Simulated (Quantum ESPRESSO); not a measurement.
# W3MoSe5S3: input and log of a self-consistent run

Simulated, not a measurement. The program is pw.x of Quantum ESPRESSO 7.5 (plane-wave density functional theory). The cell is made up: 12 atoms on a layered 2H lattice, with randomly drawn elements, strain and displacements, not relaxed. PseudoDojo standard norm-conserving files (v0.5 for PBE, v0.4.1 for LDA and PBEsol) set the functional; there is no spin polarisation, spin-orbit coupling or dispersion term, and the masses in the input are unused placeholders.

Input:

```
&control calculation='scf', pseudo_dir='./dojo.nc.sr.pbe.v0_5.standard.upf', outdir='./o', disk_io='low', tprnfor=.true., tstress=.true. /
&system ibrav=0, nat=12, ntyp=4, nbnd=83, ecutwfc=85.99341389, nosym=.true., tot_charge=0,
 occupations='smearing', smearing='fd', degauss=0.0018374661
/
&electrons conv_thr=7.350e-09, electron_maxstep=60, /
ATOMIC_SPECIES
Mo 1.0 Mo.upf
S 1.0 S.upf
Se 1.0 Se.upf
W 1.0 W.upf
CELL_PARAMETERS angstrom
3.2189 0.0 0.0
0.0 5.5753 0.0
0.0 0.0 12.8436
ATOMIC_POSITIONS angstrom
W 0.046 1.8441 3.146
W 1.5152 1.0818 9.4685
Mo 1.6668 4.7374 3.2734
W -0.0893 3.7704 9.6434
Se -0.0513 1.7553 8.0291
Se 0.084 1.8055 11.226
S 1.6043 0.9003 1.3849
Se 1.6049 0.9848 4.824
Se 1.5669 4.555 8.0905
S 1.6045 4.5923 11.2951
Se 0.0739 3.7346 1.5602
S 0.0828 3.6764 4.842
K_POINTS automatic
7 4 2 1 1 1
```

The log is shortened where brackets say so; the opening notice, blank lines, dates and the lines on written files are dropped, and the path of the files is cut. It prints rydbergs, bohrs and kilobars, and counts compression as positive stress. With no partly filled state, the Fermi energy that it prints is only some level between the filled and the empty states on the mesh, and need not lie in the true gap.

```
     Program PWSCF v.7.5
     Parallel version (MPI & OpenMP), running on       4 processor cores
     Number of MPI processes:                 4
     Threads/MPI process:                     1
     [start-up lines left out]
     bravais-lattice index     =            0
     lattice parameter (alat)  =       6.0828  a.u.
     unit-cell volume          =    1555.4609 (a.u.)^3
     number of atoms/cell      =           12
     number of atomic types    =            4
     number of electrons       =       154.00
     number of Kohn-Sham states=           83
     kinetic-energy cutoff     =      85.9934  Ry
     charge density cutoff     =     343.9737  Ry
     scf convergence threshold =      7.3E-09
     mixing beta               =       0.7000
     number of iterations used =            8  plain     mixing
     Exchange-correlation= PBE
                           (   1   4   3   4   0   0   0)
     [axes and pseudopotential details left out]
   Cartesian axes
     site n.     atom                  positions (alat units)
         1        W      tau(   1) = (   0.0142906   0.5728976   0.9773525  )
         2        W      tau(   2) = (   0.4707198   0.3360775   2.9415328  )
         3        Mo     tau(   3) = (   0.5178166   1.4717450   1.0169312  )
         4        W      tau(   4) = (  -0.0277424   1.1713318   2.9958682  )
         5        Se     tau(   5) = (  -0.0159371   0.5453105   2.4943614  )
         6        Se     tau(   6) = (   0.0260959   0.5609059   3.4875268  )
         7        S      tau(   7) = (   0.4984001   0.2796918   0.4302401  )
         8        Se     tau(   8) = (   0.4985865   0.3059430   1.4986486  )
         9        Se     tau(   9) = (   0.4867812   1.4150797   2.5134363  )
        10        S      tau(  10) = (   0.4984622   1.4266675   3.5089938  )
        11        Se     tau(  11) = (   0.0229582   1.1602100   0.4846997  )
        12        S      tau(  12) = (   0.0257231   1.1421293   1.5042406  )
     number of k points=    28  Fermi-Dirac smearing, width (Ry)=  0.0018
                       cart. coord. in units 2pi/alat
        k(    1) = (   0.0714286   0.0721688   0.0626557), wk =   0.0714286
        k(    2) = (   0.0714286   0.0721688  -0.0626557), wk =   0.0714286
     [further k points left out]
     Dense  grid:   167311 G-vectors     FFT dimensions: (  36,  64, 144)
     Estimated max dynamical RAM per process >     524.34 MB
     Estimated total dynamical RAM >       1.93 GB
     Initial potential from superposition of free atoms
     starting charge     153.9966, renormalised to     154.0000
     Starting wfcs are   97 randomized atomic wfcs
     total cpu time spent up to now is        8.8 secs
     per-process dynamical memory:   376.9 Mb
     Self-consistent Calculation
     iteration #  1     ecut=    85.99 Ry     beta= 0.70
     Davidson diagonalization with overlap
     ethr =  1.00E-02,  avg # of iterations =  2.0
     Threshold (ethr) on eigenvalues was too large:
     Diagonalizing with lowered threshold
     Davidson diagonalization with overlap
     ethr =  4.71E-04,  avg # of iterations =  2.3
     total cpu time spent up to now is       44.4 secs
     total energy              =   -1873.99611170 Ry
     estimated scf accuracy    <       0.77067058 Ry
     iteration #  2     ecut=    85.99 Ry     beta= 0.70
     Davidson diagonalization with overlap
     ethr =  5.00E-04,  avg # of iterations =  9.4
     total cpu time spent up to now is       68.1 secs
     total energy              =   -1872.23950825 Ry
     estimated scf accuracy    <      24.86202738 Ry
     iteration #  3     ecut=    85.99 Ry     beta= 0.70
     Davidson diagonalization with overlap
     ethr =  5.00E-04,  avg # of iterations = 13.0
     total cpu time spent up to now is       92.3 secs
     total energy              =   -1872.91664422 Ry
     estimated scf accuracy    <      27.98228502 Ry
     iteration #  4     ecut=    85.99 Ry     beta= 0.70
     Davidson diagonalization with overlap
     ethr =  5.00E-04,  avg # of iterations =  9.8
     total cpu time spent up to now is      112.0 secs
     total energy              =   -1874.34220824 Ry
     estimated scf accuracy    <       0.50306532 Ry
     iteration #  5     ecut=    85.99 Ry     beta= 0.70
     Davidson diagonalization with overlap
     ethr =  3.27E-04,  avg # of iterations =  3.0
     total cpu time spent up to now is      125.8 secs
     total energy              =   -1874.38950577 Ry
     estimated scf accuracy    <       0.08657731 Ry
     [iterations 6 to 16 left out]
     iteration # 17     ecut=    85.99 Ry     beta= 0.70
     Davidson diagonalization with overlap
     ethr =  2.01E-09,  avg # of iterations =  3.2
     total cpu time spent up to now is      318.7 secs
     total energy              =   -1874.40808729 Ry
     estimated scf accuracy    <       0.00000018 Ry
     iteration # 18     ecut=    85.99 Ry     beta= 0.70
     Davidson diagonalization with overlap
     ethr =  1.14E-10,  avg # of iterations =  5.5
     total cpu time spent up to now is      336.5 secs
     total energy              =   -1874.40808736 Ry
     estimated scf accuracy    <       0.00000016 Ry
     iteration # 19     ecut=    85.99 Ry     beta= 0.70
     Davidson diagonalization with overlap
     ethr =  1.02E-10,  avg # of iterations =  2.7
     total cpu time spent up to now is      349.9 secs
     total energy              =   -1874.40808738 Ry
     estimated scf accuracy    <       0.00000007 Ry
     iteration # 20     ecut=    85.99 Ry     beta= 0.70
     Davidson diagonalization with overlap
     ethr =  4.64E-11,  avg # of iterations =  2.0
     total cpu time spent up to now is      362.3 secs
     total energy              =   -1874.40808738 Ry
     estimated scf accuracy    <       0.00000002 Ry
     iteration # 21     ecut=    85.99 Ry     beta= 0.70
     Davidson diagonalization with overlap
     ethr =  1.10E-11,  avg # of iterations =  3.8
     total cpu time spent up to now is      376.2 secs
     End of self-consistent calculation
          k = 0.0714 0.0722 0.0627 ( 20904 PWs)   bands (ev):
   -61.7695 -61.5707 -61.4888 -48.6148 -35.4933 -35.4796 -35.4571 -35.4157
   -35.3963 -35.3266 -35.3256 -35.3050 -35.3025 -35.2918 -35.2862 -35.2684
   -35.2486 -35.2468 -35.2379 -35.2361 -35.2330 -35.2095 -35.2094 -35.2087
   -35.1963 -35.1907 -35.1623 -35.1552 -35.1391 -25.9899 -25.9691 -25.9580
   -25.8961 -25.8928 -25.8313 -25.8191 -25.7395 -25.6555 -22.7520 -22.7251
   -22.5936  -2.8344  -2.0986  -1.2500  -1.0117  -0.9392  -0.1440  -0.0546
     0.0819   5.7196   5.8682   6.3381   6.7143   6.9872   7.3077   7.6504
     8.2960   8.5198   9.0036   9.1690   9.3917   9.6562   9.7512  10.0029
    10.1291  10.2038  10.4367  10.6377  10.7726  10.9234  10.9792  11.2884
    11.6286  11.6867  11.9747  12.1125  12.6738  13.9943  14.4216  14.6012
    14.7168  14.8390  14.8689
     [levels at the other k points left out]
     the Fermi energy is    13.1438 ev
!    total energy              =   -1874.40808738 Ry
     estimated scf accuracy    <          3.4E-09 Ry
     smearing contrib. (-TS)   =      -0.00000000 Ry
     internal energy E=F+TS    =   -1874.40808738 Ry
     The total energy is F=E-TS. E is the sum of the following terms:
     one-electron contribution =   -1051.97590206 Ry
     hartree contribution      =     579.90892919 Ry
     xc contribution           =    -381.64907414 Ry
     ewald contribution        =   -1020.69204037 Ry
     convergence has been achieved in  21 iterations
     Forces acting on atoms (cartesian axes, Ry/au):
     atom    1 type  4   force =    -0.02543562    0.00759903   -0.05179200
     atom    2 type  4   force =     0.09473483   -0.22273569    0.27289094
     atom    3 type  1   force =     0.00576110   -0.07823401   -0.06605418
     atom    4 type  4   force =     0.05434263   -0.06550121    0.13392057
     atom    5 type  3   force =    -0.03231584    0.14505554   -0.25359859
     atom    6 type  3   force =    -0.06386852    0.03895080    0.05558241
     atom    7 type  2   force =     0.01302995    0.01207714    0.11099350
     atom    8 type  3   force =     0.02120113    0.01645387    0.06206726
     atom    9 type  3   force =    -0.02878583    0.06137850   -0.14966908
     atom   10 type  2   force =    -0.02231650    0.04304463   -0.06026033
     atom   11 type  3   force =    -0.00661514    0.02434081   -0.00388561
     atom   12 type  2   force =    -0.00973217    0.01757058   -0.05019488
     Total force =     0.566553     Total SCF correction =     0.000407
     Computing stress (Cartesian axis) and pressure
          total   stress  (Ry/bohr**3)                   (kbar)     P=       94.18
   0.00081799  -0.00008133  -0.00005663          120.33      -11.96       -8.33
  -0.00008133   0.00044078  -0.00020177          -11.96       64.84      -29.68
  -0.00005663  -0.00020177   0.00066187           -8.33      -29.68       97.36
     init_run     :      8.37s CPU      8.73s WALL (       1 calls)
     electrons    :    360.19s CPU    367.38s WALL (       1 calls)
     forces       :      2.88s CPU      2.92s WALL (       1 calls)
     stress       :      9.54s CPU      9.75s WALL (       1 calls)
     [timing details left out]
     PWSCF        :   6m21.13s CPU   6m29.06s WALL
     JOB DONE.
```

In other units: free energy -25502.621 eV for the cell, pressure 9.42 GPa, largest force component 7.016 eV/Å. A rerun of a related cell, with the same atoms placed differently, at 1467 eV and a 9 x 6 x 4 mesh moved values by no more than 0.003 eV in energy, 0.03 GPa in stress and 0.007 eV/Å in force.